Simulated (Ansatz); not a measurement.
# Be5Au: computed property card

Be₅Au:
```
Be5Au
1.0
    0.00000     3.00498     3.00498
    3.00498     0.00000     3.00498
    3.00498     3.00498     0.00000
Be Au
5 1
Direct
  0.87420   0.37527   0.37527
  0.37527   0.37527   0.37527
  0.37527   0.37527   0.87420
  0.37527   0.87420   0.37527
  0.75000   0.75000   0.75000
  0.00000   0.00000   0.00000
```

Space group F-43m (No. 216); conventional cell a = 6.0100 Å, b = 6.0100 Å, c = 6.0100 Å, α = 90.00°, β = 90.00°, γ = 90.00°.

Method: LDA (plane waves, PAW; program Ansatz). The cell and atoms are relaxed at this level. Other levels are named where they apply.

Cell and energy:

- Volume per atom: 9.04 Å³
- Density: 7.41 g/cm³
- Formation energy from the elements (no fitted shifts): -0.13 eV/atom

Electronic structure:

- Electronic character: metallic (no gap)
- Density of states at the Fermi level: 0.16 states/eV per atom (mean over ±0.08 eV)

Mechanics:

- Bulk modulus (Birch–Murnaghan fit): 156 GPa
- Pressure derivative B′: 3.9
- Elastic constants (relaxed ions, GPa): C11 = 348, C12 = 59.1, C44 = 125
- Mechanical stability: stable (all eigenvalues of C positive)
- Hill bulk and shear moduli: 155 and 132 GPa
- Young's modulus: 309 GPa
- Poisson's ratio: 0.17
- Debye temperature from the elastic constants: 665 K

Phonons:

* **Highest zone-centre frequency**: 831 cm⁻¹
* **Zone-centre stability**: no imaginary mode at Γ

The workflow started from a Materials Project entry (that database holds measured and hypothetical structures alike); the Crystallography Open Database files this formula in space group No. 216, but the cells were not matched. Whether it is the stable phase at ambient conditions was not checked. The LDA relaxation kept the symmetry of its start. As this level gives no gap, shear constants depend on the k-mesh and smearing (Fermi–Dirac, 0.1 eV here). As this level gives no gap, phonon frequencies hold no LO–TO term and depend on the k-mesh and smearing (Fermi–Dirac, 0.1 eV here). The references are the lowest solids computed at this level, not always the standard phases. Spin–orbit coupling is left out wherever it is not named.

Potentials: the later of the program's two PAW sets.
